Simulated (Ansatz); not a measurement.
## Kick test of a cell of Al3CoRu2

It was reached by relaxing an invented guess, and it needn't be the stable form of this composition.

Computed with DFT PBE, scalar-relativistic, plane waves, PAW (Ansatz 0.2.0). Plane waves to 420 eV, a k mesh through Γ of 12×12×8 on the computed 6-atom cell and Gaussian smearing (0.10 eV); no spin polarisation.

The cell below (6 atoms, space group P-3m1 (No. 164)) is relaxed within its symmetry.

```
Al Co Ru
1.0
     4.18544    0.00000    0.00000
    -2.09272    3.62470    0.00000
     0.00000    0.00000    5.13063
Al Co Ru
3 1 2
Cartesian
  2.0927 1.2082 4.2915
  0.0000 2.4165 0.8392
  0.0000 0.0000 2.5653
  0.0000 0.0000 0.0000
  2.0927 1.2082 1.6855
  0.0000 2.4165 3.4452
```

For the test a repeat of it with 12 atoms (edges 4.19, 5.13, 7.25 Å) was strained at random (σ = 1.5 % a component), the atoms were moved at random (σ = 0.15 Å), and all was relaxed again on a coarse 6×4×4 mesh (in the run’s order of axes) with 0.20 eV smearing, with no symmetry imposed.

Trial moments died out on the coarse mesh, so the last step has no spin; another magnetic start might hold.

**Question.** Is the structure stable against such a distortion?

**Answer.** It returns, within 1 meV/atom of the unmoved cell on that mesh and with the same symmetry when read at 0.1 Å. No instability shows in this cell; modes of other wave vectors, which need another repeat, aren't tested.
